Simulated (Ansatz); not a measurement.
# Stress against strain in Cs

```
CELL_PARAMETERS angstrom
-3.02250 3.02250 3.02250
3.02250 -3.02250 3.02250
3.02250 3.02250 -3.02250
ATOMIC_POSITIONS crystal
Cs 0.00000 0.00000 0.00000
```

The cell is a measured one (Crystallography Open Database entry 9011010); the temperature and pressure of the measurement aren't taken into account, and nothing was relaxed.

No spin–orbit coupling, which matters for the heavy atoms here.

These are results of DFT, LDA, all-electron LAPW, scalar-relativistic in Ansatz 0.2.0, not measurements.

Settings: a Γ-centred 9×9×9 k mesh, Fermi–Dirac smearing of 0.05 eV, basis error target 1 meV/atom, no spin polarisation.

The strain is applied along the Cartesian axes of the cell as listed (γ is the engineering shear, twice εxy = εyz = εzx). Fractional coordinates are held (clamped ions).

σ is the change of stress from the unstrained cell, which is at -0.28 GPa; tension is positive, so slopes are stress–strain coefficients at that pressure. In a metal the k mesh adds noise.

Only quantities that a quadratic follows smoothly over the whole series are listed; rougher ones are left out.

```tsv
γ	σxy (GPa)
-0.0200	-0.03
0.0000	0.00
0.0100	0.02
0.0200	0.03
```

Fit the series and read off the stiffness at zero strain.

Least-squares fits y = p0 + p1 x + p2 x² to the rows give σxy (GPa): p1 = 1.54, p2 = -4.5. So C44 (clamped ions) = 2 GPa.

One run, at γ = -0.0100, is withheld. Predict its row.

The fits give -0.01; the run gave -0.02.
